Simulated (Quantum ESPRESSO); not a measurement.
```
CSi
1.0
    3.07351     0.00000     0.00000
   -1.53676     2.66174     0.00000
    0.00000     0.00000     5.04525
Si C
2 2
Direct
  0.33333   0.66667   0.50753
  0.66667   0.33333   0.00753
  0.33333   0.66667   0.87540
  0.66667   0.33333   0.37540
```
The cell was made here from a computed Materials Project entry: Si1 and its equivalents moved by 0.04 Å along (0.00, 0.00, 1.00), space group kept. The parent is SiC in P6₃mc. Stability against distortions was not tested.

A lattice sum over point charges, one formal value an element (Si +4, C -4), with no Sternheimer factor, costs far less than a self-consistent run. Taken along the main axis of each site's self-consistent tensor, it gives:

```tsv
site	V along that axis, point charges (a.u.)
Si (atoms 1, 2)	-0.025
```

### Question
How do the values of PBE PAW (JTH datasets; density from pw.x of a modified build of Quantum ESPRESSO, gradients reconstructed from it by a script) compare?

### Answer
```json
[
 {"site": "Si", "Vzz, PAW (a.u.)": "-0.090", "PAW over point charges": "3.6"}
]
```
  Cores are frozen. Against all-electron runs on small test molecules, this scheme's |Vzz| missed by −6 % on Si.
